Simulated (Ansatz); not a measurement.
**HfO2, first-principles data**

HfO₂:
```yaml
crystal:
  lattice:
    - [4.83851, 0.00000, 0.00000]
    - [0.00000, 4.83851, 0.00000]
    - [0.00000, 0.00000, 3.22052]
  atoms:
    - { symbol: Hf, position: [0.00000, 0.00000, 0.00000] }
    - { symbol: Hf, position: [0.50000, 0.50000, 0.50000] }
    - { symbol: O, position: [0.19492, 0.80508, 0.50000] }
    - { symbol: O, position: [0.80508, 0.19492, 0.50000] }
    - { symbol: O, position: [0.69492, 0.69492, 0.00000] }
    - { symbol: O, position: [0.30508, 0.30508, 0.00000] }
```

Space group P4_2/mnm (No. 136), rutile; conventional cell a = 4.839 Å, b = 4.839 Å, c = 3.221 Å, α = 90.00°, β = 90.00°, γ = 90.00°.

Method: r²SCAN in the plane-wave PAW code Ansatz. Structure relaxed to zero pressure with the same functional. Other levels are named where they apply.

**Cell and energy**

```yaml
volume_per_atom: 12.57 Å³
density: 9.27 g/cm³
Formation energy from the elements (no fitted shifts): -3.73 eV/atom
```

**Electronic structure**

```yaml
band_gap: 4.53 eV (direct)
valence_band_maximum: at Γ
conduction_band_minimum: at Γ
electron_effective_mass: 0.64, 0.84, 0.84 mₑ (principal values)
Electron effective mass with spin–orbit coupling: 0.67, 0.84, 0.84 mₑ (principal values)
hole_effective_mass: 2.0, 2.0, 2.3 mₑ (principal values)
Hole effective mass with spin–orbit coupling: 2.0, 2.0, 2.3 mₑ (principal values)
HSE06 gap on the r²SCAN cell: 5.64 eV
Gap with spin–orbit coupling: 4.52 eV
```

**Mechanics**

```yaml
Bulk modulus (Birch–Murnaghan fit): 222 GPa
Pressure derivative B′: 4.4
Elastic constants (relaxed ions, GPa): C11 = 285, C12 = 200, C13 = 154, C33 = 488, C44 = 109, C66 = 219
mechanical_stability: stable (all eigenvalues of C positive)
hill_bulk_and_shear_moduli: 227 and 109 GPa
Young's modulus: 281 GPa
Poisson's ratio: 0.29
debye_temperature_from_the_elastic_constants: 489 K
```

**Dielectric response**

```yaml
Electronic dielectric constant ε∞ (DFPT): 4.19 (xx = yy), 4.72 (zz)
Static dielectric constant ε0 (ions relaxed, cell fixed): 25.2 (xx = yy), 29.1 (zz)
Born charges (a third of the trace): Hf +5.57, O -2.78 e
```

**Phonons**

```yaml
Highest zone-centre frequency (without LO–TO term): 801 cm⁻¹
zone_centre_stability: no imaginary mode at Γ
```

**Charges**

```yaml
bader_charges: Hf +2.75, O -1.38 e
```

The first step of the workflow began from a Materials Project structure, measured or hypothetical; the Crystallography Open Database copy checked does not list it. It is not the phase usual at ambient conditions (space group No. 14, 29). The cell was relaxed with r²SCAN under the symmetry of its start. No spin polarisation was allowed. The references are the lowest solids computed at this level, not always the standard phases (solids in place of the gases). Spin–orbit coupling is left out wherever it is not named.

Potentials: the earlier of the program's two PAW sets. The files were generated under PBE; for other functionals the program regenerates the frozen cores, and for LDA and PBEsol the local potential too.
